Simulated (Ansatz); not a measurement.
The relaxed structure here is a generated cell of ZnAg: the first start was made by a random draw of sites in a space group, and the end was not matched to a known phase here, so it may be hypothetical.

One starting cell of ZnAg (a randomly generated symmetric cell of ZnAg (space group No. 166)) was relaxed twice with Ansatz (plane waves, PAW, scalar-relativistic): with PBEsol at 420 eV and with PBE at 420 eV. The PBEsol result:

```xyz
8
Lattice="4.4580 2.5738 1.7831 -4.4580 2.5738 1.7831 0.0000 -5.1477 1.7831" Properties=species:S:1:pos:R:3 pbc="T T T"
Ag     0.0000     2.5738     1.7831
Ag    -2.2290    -1.2869     1.7831
Ag     2.2290    -1.2869     1.7831
Ag     0.0000     0.0000     2.6746
Zn     0.0000    -2.5738     0.8915
Zn     2.2290     1.2869     0.8915
Zn    -2.2290     1.2869     0.8915
Zn     0.0000     0.0000     0.0000
```

| quantity | PBEsol | PBE |
|---|---|---|
| space group | R-3m | R-3m |
| volume (Å³/atom) | 15.34 | (withheld) |
| a (Å) | 8.916 | (withheld) |
| c (Å) | 5.349 | (withheld) |
| gap (eV, no spin-orbit coupling) | 0.00 | (withheld) |

Task: Fill in the PBE column.

Result: 
- volume (Å³/atom), PBE: 16.35
- a (Å), PBE: 9.095
- c (Å), PBE: 5.478
- gap (eV, no spin-orbit coupling), PBE: 0.00

Both levels end in the same structure; PBE's volume is 6.6 % larger. Neither column is exact.

No spin polarisation in the result.

The run could not lose the symmetry of its start, so the end can be a saddle point.

All atoms sit on sites fixed by symmetry, so only the cell could relax.

Ansatz is a quantum-chemistry and plane-wave program.
